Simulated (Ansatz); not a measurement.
LaGa3Pd2 in space group P6/mmm (No. 191; Ga on 3g, La on 1a, Pd on 2c) at seven volumes, r²SCAN (plane waves, PAW; program Ansatz), shape and atoms relaxed at each. One row is withheld.

```csv
V (Å³/atom),P (GPa)
16.681,13.20
17.231,8.02
17.780,3.67
18.330,0.00
18.880,-3.09
19.430,-5.68
19.980,?
```

Q: Fit the shown pressures and predict the withheld one.

A: P = (3/2)B₀(x^(7/2) − x^(5/2))[1 + (3/4)(B′ − 4)(x − 1)] with x = (V₀/V)^(2/3). Least squares on the six rows gives V₀ = 18.330 Å³/atom, B₀ = 112 GPa, B′ = 4.73. At V = 19.980, x = 0.9442 and P = -7.88 GPa. The run itself gave -7.84 GPa.

The workflow started from an entry of the Crystallography Open Database (COD). Its standing as an ambient phase is unchecked. The cell was relaxed with r²SCAN under the symmetry of its start; its stability against distortions is not shown here. No spin polarisation was allowed. Scalar-relativistic: spin–orbit coupling is off unless named, which matters more the heavier the elements.

Potentials: the later of the program's two PAW sets.
